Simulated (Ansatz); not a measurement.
Ansatz input

```yaml
crystal:
  lattice:
    - [2.5275851093, 0.0, 0.0]
    - [-1.2637925546, 2.1889529149, 0.0]
    - [0.0, 0.0, 4.5339629549]
  atoms:
    - { symbol: V, position: [0.3333333333, 0.6666666667, 0.25], spin: 1.0 }
    - { symbol: V, position: [0.6666666667, 0.3333333333, 0.75], spin: 1.0 }
hamiltonian:
  xc: mr2scan
  pseudopotentials:
    kind: paw
    azcp:
      V: "pseudopotentials/V.paw.azcp"
basis:
  ecutwfc: 500
  fft_grid_basis: typed
kpoints:
  mp_grid: { grid: [23, 23, 11], shift: [0, 0, 0] }
magnetization:
  spin_polarized: true
scf:
  occupations: { method: fermi_dirac, width: 0.05 }
output:
  stress: true
```

Terminal output

```
Engine: ansatz 0.2.0, aarch64-unknown-linux-gnu
Pseudopotentials: kind: paw
Pseudopotential: V, paw, valence charge 13, recommended cutoff 500 eV (meta_gga) 
Functional definition: m-r2SCAN
  exchange = m_r2scan_x
  correlation = m_r2scan_c
Crystal: 2 atoms, lattice volume = 25.085 Å³
Basis set: ecut = 500 eV, 659 PW (Γ), exchange–correlation on 80×80×144 points (64 copies of the dense FFT grid, shifted against one another)
Bands: 18, of which v1, the nominal top of the filled ones, is band 13 counted from 1 (12 counted from 0)
Symmetry: 24 space group operations
Space group: P63/mmc (ITA 194), of the structure as read, at distance tolerance 2.9e-5 Å
Magnetic group: BNS 194.263 (UNI 1493), of the structure as read, at distance tolerance 2.9e-5 Å
k-points: 336 of 5819
Non-local potential: V, projectors of the file, l = 0: 3, l = 1: 2, l = 2: 3, l = 3: 1
PAW form: soft (Blöchl's): semilocal exchange-correlation on the pseudo side does not see the compensation charge
PAW frozen core: V, regenerated for the run's functional (the file was generated under x = pbe(κ = 0.804, μ = 0.2195149727645171), c = pbe(β = 0.06672455060314922))
PAW one-centre angular grid: V, 590 points (default); XC on 160 Gauss nodes
Initial density: superposition of atomic densities (chi_scale 0.1, normalization cell)
Starting moments: Σ|m| = 2 μB on 2 of 2 sites
Initial wavefunctions: pseudopotential atomic-orbital guess
Functional: x = mr2scan, c = mr2scan; τ floored in thin density (d = 2e-4 eV/Å³)
SCF iter   1: F=—  HF=-5833.631595 eV  |F-HF|=—  |Δ(HF+E_count)|=         —  Δρ=8.05e-2 (↑8.05e-2 ↓2.46e-2)  dr2=2.08e0  dr2_τ=1.94e-2  dr2_m=2.49e-1  M=1.457 μB ∫|m|=1.457 μB  β_m=1.00  ethr=3.10e-3  ⟨swp⟩=3.7  Hψ=45203  notcnv=0
Mixer restart at iter 1: flushing history
SCF iter   2: F=—  HF=-5832.800035 eV  |F-HF|=—  |Δ(HF+E_count)|=   8.32e-1  Δρ=3.06e-2 (↑3.06e-2 ↓2.57e-2)  dr2=6.74e-1  dr2_τ=4.93e-3  dr2_m=2.48e-3  M=1.386 μB ∫|m|=1.386 μB  β_m=1.00  ethr=3.10e-3  ⟨swp⟩=2.8  Hψ=27087  notcnv=0  defer=23  κ⁻¹=1.0e0(r=1)
SCF iter   3: F=—  HF=-5832.899400 eV  |F-HF|=—  |Δ(HF+E_count)|=   9.94e-2  Δρ=9.69e-3 (↑9.37e-3 ↓9.69e-3)  dr2=3.36e-2  dr2_τ=1.34e-3  dr2_m=2.06e-3  M=1.210 μB ∫|m|=1.210 μB  β_m=1.00  ethr=2.59e-3  ⟨swp⟩=2.8  Hψ=23049  notcnv=0  defer=23  κ⁻¹=1.2e-1(r=2)
SCF iter   4: F=—  HF=-5833.323457 eV  |F-HF|=—  |Δ(HF+E_count)|=         —  Δρ=2.94e-2 (↑2.60e-2 ↓2.94e-2)  dr2=1.13e-2  dr2_τ=7.65e-3  dr2_m=1.69e-1  M=0.390 μB ∫|m|=0.390 μB  β_m=0.45  ethr=1.29e-4  ⟨swp⟩=2.4  Hψ=21412  notcnv=0  defer=12
Mixer restart at iter 4: flushing history
SCF iter   5: F=—  HF=-5833.395929 eV  |F-HF|=—  |Δ(HF+E_count)|=   7.25e-2  Δρ=1.98e-2 (↑1.70e-2 ↓1.98e-2)  dr2=5.56e-3  dr2_τ=1.16e-3  dr2_m=7.45e-2  M=0.298 μB ∫|m|=0.298 μB  β_m=0.93  ethr=4.34e-5  ⟨swp⟩=2.5  Hψ=18362  notcnv=0  defer=12  κ⁻¹=1.0e0(r=1)
SCF iter   6: F=—  HF=-5833.486719 eV  |F-HF|=—  |Δ(HF+E_count)|=   9.08e-2  Δρ=5.04e-3 (↑3.98e-3 ↓5.04e-3)  dr2=6.00e-4  dr2_τ=1.91e-4  dr2_m=4.39e-3  M=-0.018 μB ∫|m|=0.025 μB  β_m=0.30  ethr=2.14e-5  ⟨swp⟩=2.1  Hψ=23580  notcnv=0  defer=9  κ⁻¹=2.2e-2(r=2)
...
SCF iter  17: F=—  HF=-5833.489202 eV  |F-HF|=—  |Δ(HF+E_count)|=  5.65e-10  Δρ=6.82e-7 (↑6.06e-7 ↓6.82e-7)  dr2=5.27e-12  dr2_τ=4.50e-12  dr2_m=9.21e-11  M=-0.000 μB ∫|m|=0.000 μB  β_m=1.00  ethr=1.00e-12  ⟨swp⟩=1.0  Hψ=36044  notcnv=0  κ⁻¹=2.1e-7(r=8)
SCF iter  18: F=—  HF=-5833.489202 eV  |F-HF|=—  |Δ(HF+E_count)|=  1.36e-10  Δρ=5.38e-7 (↑5.38e-7 ↓4.63e-7)  dr2=3.04e-12  dr2_τ=2.43e-12  dr2_m=5.65e-11  M=0.000 μB ∫|m|=0.000 μB  β_m=1.00  ethr=1.00e-12  ⟨swp⟩=2.0  Hψ=23526  notcnv=0  κ⁻¹=2.3e-8(r=8)
SCF iter  19: F=-5833.489202 eV  HF=-5833.489202 eV  |F-HF|=4.82e-11  |Δ(HF+E_count)|=  6.82e-11  Δρ=3.02e-7 (↑2.88e-7 ↓3.02e-7)  dr2=2.88e-13  dr2_τ=8.70e-13  dr2_m=1.99e-11  M=-0.000 μB ∫|m|=0.000 μB  ethr=1.00e-12  ⟨swp⟩=2.0  Hψ=23485  notcnv=0
SCF 1 converged in 19 iterations: F = -5833.489202 eV  dr2 = 2.88e-13
WARN: the starting moments were not kept: the SCF closed with an absolute magnetisation of 7.8e-6 μB, where they sum to 2 μB in size (2 sites). That is at most 0.1 of that sum. Measured as dr2_m measures the in/out step, that magnetisation stands 1.2e-11 eV from none, at or under the dr2_threshold of 1.0e-7 eV: it is no larger than a step whose dr2_m would equal this threshold. The system may hold no moment; this SCF shows only that its start led to no more than that. To try another start: raise the starting moments (crystal.atoms[].spin, magnetization.per_species, magnetization.initial_magnetization, or on a non-collinear deck that types none of these the spinor_matrix: blocks that start its atoms; where the total moment is fixed, keep their sum and leave initial_magnetization as it is; typed ones take the place of any that the run laid by itself, positive ones on a crystal's lanthanoids without a Hubbard term where scf.initial_density.shell_occupations: [] is typed) or, if the notice of its spin-set hold's release reads "site moments contracting" or "site moments show no strong build", lengthen the hold (scf.mixing.spin_hold: { on: { confirm: 4 } }; for m-r²SCAN on two components see the key's manual first). Each may lead to a state that holds a moment. A second SCF, from the converged charge density, with the starting moments and any scf.initial_density.shell_occupations laid on it anew, would have followed, and was not run: the deck does not ask for one (magnetization.retry_lost_moments is false, the default). To let it run, set magnetization.retry_lost_moments: true and run the deck again, where that key's refused combinations let it; where memory then withholds it, that run's warning says so.
this state was not tested for a lower state beside it, because the mixer in use, unlike msr1, does not test its closes by its own steps (another_mixer; see scf.mixing.algorithm and scf.lower_state_search)
SCF converged after 19 iterations
Magnetization: -0.0000 μB (13.0000 up, 13.0000 down)
Absolute magnetization: 0.0000 μB (∫|ρ↑−ρ↓|, with the PAW one-centre terms)
Spin contamination: 0.0000 ħ² per cell (⟨S²⟩ above its minimum at these occupations)
Per-site moments (μB) at R_I (Å): [(-2.787048945358378e-6, 1.0426288575907592), (-2.787048945302939e-6, 1.0426288575907592)]
Free energy (F): -5833.489202 eV
Harris-Foulkes:  -5833.489202 eV  (|F-HF|=4.82e-11)
Internal energy: -5833.465699 eV  (E = F + TS)
E sigma→0 (E₀):  -5833.477450 eV
Entropy (-TS):   -0.023503 eV (-11.751 meV/atom)
Fermi energy:    18.314388 eV
--- Per-component energies (eV) ---
  E_band       = -279.779816
  E_kinetic    = 678.035603
  E_local      = -1692.929990  (includes V_loc(G=0)·N_el)
  E_nonlocal   = -89.545360
  E_hartree    = 791.248533
  E_xc         = -254.697867
  E_vxc        = -371.001527  (∫ρ·V_xc dr)
  E_paw        = -2244.048672  (= ΣΔE_a)
  E_vpaw       = -411.737570  (= ΣTr[D̂ρ^β])
  E_aug_tail   = 0.000374  (compensation charges beyond the density's cutoff)
  E_vtau       = 24.901573  (kinetic-family band-sum trace: ∫τ·v_τ [+ j·A + Jᵃ·Aᵃ] dr)
  E_ewald      = -3020.996758
  E_core_change = -0.531562  (= ΣΔE_core)
  E_smearing   = -0.023503  (= −TS)
  E_closure    = 0.000000  (closes the sum)
  Σ components = -5833.489202   (vs F -5833.489202, Δ=0.00e0)
--- Stress (GPa, compression-positive) ---
       17.802764       0.000000      -0.000000
       -0.000000      17.802764       0.000000
       -0.000000       0.000000      18.249649
  P = ⅓ Tr σ = 17.9517 GPa (179.517 kbar)
```
